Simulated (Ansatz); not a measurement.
# Course of a relaxation: TiSe

The guess for TiSe was made by a generator: random sheet by layer group and Wyckoff sites. Its size is a rough estimate.

Only a and b repeat, and vacuum parts the sheet from its images along c.

```xyz
2
Lattice="4.1692 0.0000 0.0000 0.0000 4.9748 0.0000 0.0000 0.0000 14.0000" Properties=species:S:1:pos:R:3 pbc="T T F"
Ti    2.0846    0.0000    7.0000
Se    0.0000    2.4874    7.0000
```

Theory: DFT PBE, scalar-relativistic, plane waves, PAW (Ansatz). Cutoff 420 eV, Gaussian smearing, Γ-centred meshes. In-plane cell and atoms relax first on a coarse mesh and then on a finer one. In metals the finer mesh still leaves noise of several meV/atom or more. The steps can't lower the symmetry of their start. Collinear spin, starting moments Ti 1.0 μB.

Steps on the 4×4×1 mesh (2 atoms, 9 steps). The free energy counts from the last step; the plane-wave basis is renewed at times, which shifts energy and pressure.

```csv
step,ΔF (meV/atom)
1,1334.9
2,1014.1
3,692.8
4,397.5
5,154.4
6,20.1
7,0.2
8,-0.9
9,0.0
```

The relaxed structure, after a last relaxation on the converged mesh:

```xyz
2
Lattice="3.6089 0.0000 0.0000 0.0000 3.6075 0.0000 0.0000 0.0000 23.8000" Properties=species:S:1:pos:R:3 pbc="T T F"
Ti    1.8044    0.0000    7.0000
Se    0.0000    1.8037    7.0000
```

The symmetry goes from pmmm (No. 37) to p4/mmm (No. 61). The area per atom shrinks by 37.2 %, from 10.4 to 6.5 Å². The shortest distance goes from 3.25 Å (Ti–Se) to 2.55 Å (Ti–Se). The energy falls by about 1.3 eV/atom (the start's value is from the coarse mesh). The program sets the height of the box itself, so the height of the cell differs between start and end. Ti at height 0.00 Å has 4 Se at 2.55 Å; Se at height 0.00 Å has 4 Ti at 2.55 Å.

```json
{
  "Area per atom": "6.51 Å²",
  "Thickness between the outermost nuclei": "0.00 Å",
  "Energy over the elements": "−0.33 eV/atom",
  "Gap on the 16×16×1 mesh of the 2-atom cell": "0 eV (a metal)",
  "Net moment per atom": "0.89 μB",
  "Moment by site": "Ti 1.3 μB"
}
```

Formation energies are uncorrected and refer to the elements' standard structures at the same level.

The last run used collinear spin and Gaussian smearing of 0.10 eV. The reference form of Se is held partly by dispersion forces, which this level lacks. The magnetic state reached may not be the lowest. A structure relaxed within its symmetry needn't be a true minimum. In all, the 4 runs took 7.2 min on 1 thread of Arm Neoverse V2, on a shared host. Site moments count only spheres around the atoms; the net moment includes the space between them.
